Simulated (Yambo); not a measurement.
Material: RbBr (rock salt, space group Fm-3m, No. 225); a = b = c = 4.8389 Å, α = β = γ = 60.00° (2 atoms in the cell). Cell and atoms were relaxed with PBEsol from Materials Project entry mp-22867, within its symmetry.

With PBEsol (Quantum ESPRESSO, PseudoDojo norm-conserving, 46 Ry, with spin-orbit coupling), the gap between the mesh's edge points (Γ → Γ) is 4.061 eV.

### Question
By how much does one-shot G0W0 (Yambo; 4×4×4 Γ-centred k mesh, 224 bands and a 7 Ry block in the screening, 224 bands in G with the Bruneval-Gonze terminator, plasmon pole fitted at 27.2 eV) open this gap, and what gap results?

### Answer
The correction is 2.515 eV, giving 6.576 eV, 1.6 times the PBEsol value.  Nearest settings tried, and what they do to the gap: 138 bands in W, 138 bands in G: -34 meV; 3 Ry block (65 vectors against 181): -214 meV. Not varied: mesh. So the settings aren't converged at that level.
